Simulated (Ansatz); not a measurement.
Here is the system:

BaS (rock salt, Fm-3m), a = 6.2712 Å, b = 6.2712 Å, c = 6.2712 Å, α = 90.00°, β = 90.00°, γ = 90.00°; the cell used has 2 atoms.

This is the LDA-relaxed structure.

Q: All from plane-wave PAW LDA (Ansatz code), unless another level is named. Estimate the formation energy from the elements (no fitted shifts).

A: -2192 meV/atom.

Q: Give the hole effective mass, band 2 of 3 at the edge.

A: 2.6 along [100], 0.53 along [110], 0.72 along [111] (mₑ).

Q: And the smallest direct gap on the standard path?

A: 1.98 eV.

Q: Next, the valence-band maximum?

A: at Γ.

Q: What about the weight of the valence-edge state by species (Voronoi cells)?

A: S 92 %, Ba 8 %.

The LDA relaxation kept the symmetry of its start; phonons on a q-mesh show no instability. The references are the lowest solids computed at this level, not always the standard phases. Spin–orbit coupling is left out wherever it is not named.

Potentials: the later of the program's two PAW sets.
